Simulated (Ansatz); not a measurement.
KF:
```yaml
crystal:
  lattice:
    - [3.17935, 0.00000, 0.00000]
    - [0.00000, 3.17935, 0.00000]
    - [0.00000, 0.00000, 3.17935]
  atoms:
    - { symbol: K, position: [0.00000, 0.00000, 0.00000] }
    - { symbol: F, position: [0.50000, 0.50000, 0.50000] }
```

Tensor components refer to the Cartesian frame of this cell.

### Question
Give the high-frequency dielectric tensor and the Born effective charge tensors of the independent atoms from DFPT, plane-wave PAW r²SCAN (Ansatz code).

### Answer

ε∞:
```
2.11  0.00  0.00
0.00  2.11  0.00
0.00  0.00  2.11
```
Z* of atom 1 (K), rows: field, columns: displacement, in e:
```
1.17  0.00  0.00
0.00  1.17  0.00
0.00  0.00  1.17
```
Z* of atom 2 (F), rows: field, columns: displacement, in e:
```
-1.17   0.00   0.00
 0.00  -1.17   0.00
 0.00   0.00  -1.17
```

Static charges for comparison (Bader): K1 +0.87, F2 -0.87 e. Born charges measure polarisation by displacement and can exceed these by far.

Space group Pm-3m (CsCl type). The workflow started from a Materials Project entry (that database holds measured and hypothetical structures alike); the Crystallography Open Database copy checked does not list it. It is not the phase usual at ambient conditions (space group No. 225). The r²SCAN relaxation kept the symmetry of its start; phonons on a q-mesh show no instability.

Potentials: the later of the program's two PAW sets.
